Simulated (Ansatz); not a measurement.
A geometry of SrTiO$_{3}$ away from equilibrium: step 2 of the relaxation of a generated cell, SrTiO3 placed in the LiNbO3 structure type. All values below come from PBEsol (plane waves to 420 eV, PAW, scalar-relativistic; Ansatz, a quantum-chemistry and plane-wave program). Γ-centred k-mesh 5×5×5 on the run's cell (coarser than for final values), Fermi–Dirac smearing 0.05 eV. The plane waves were selected for a different cell earlier on the path.

```yaml
crystal:
  lattice:
    - [2.78371, 1.60717, 4.66504]
    - [-2.78371, 1.60717, 4.66504]
    - [0.00000, -3.21435, 4.66504]
  atoms:
    - { symbol: Sr, position: [0.28025, 0.28025, 0.28025] }
    - { symbol: Sr, position: [0.78025, 0.78025, 0.78025] }
    - { symbol: Ti, position: [0.01569, 0.01569, 0.01569] }
    - { symbol: Ti, position: [0.51569, 0.51569, 0.51569] }
    - { symbol: O, position: [0.74789, 0.17606, 0.33040] }
    - { symbol: O, position: [0.33040, 0.74789, 0.17606] }
    - { symbol: O, position: [0.17606, 0.33040, 0.74789] }
    - { symbol: O, position: [0.83040, 0.67606, 0.24789] }
    - { symbol: O, position: [0.24789, 0.83040, 0.67606] }
    - { symbol: O, position: [0.67606, 0.24789, 0.83040] }
```

Give the Cartesian forces on all atoms (eV/Å).


```csv
atom,Fx,Fy,Fz
Sr1,0.00,0.00,-0.55
Sr2,0.00,0.00,-0.55
Ti3,0.00,0.00,0.84
Ti4,0.00,0.00,0.84
O5,0.02,1.18,-0.10
O6,-1.03,-0.58,-0.10
O7,1.01,-0.61,-0.10
O8,-1.01,-0.61,-0.10
O9,1.03,-0.58,-0.10
O10,-0.02,1.18,-0.10
```

The path ends in R3c (No. 161). No spin polarisation in the result.

The run could not lose the symmetry of its start: the end is stationary, and may be a saddle point rather than a minimum.

The end of the path is a generated cell of SrTiO3: the first start was made by placing the elements on the sites of a structure type, and the end was not matched to a known phase here, so it may be hypothetical. Known forms of SrTiO3 include space group No. 221.
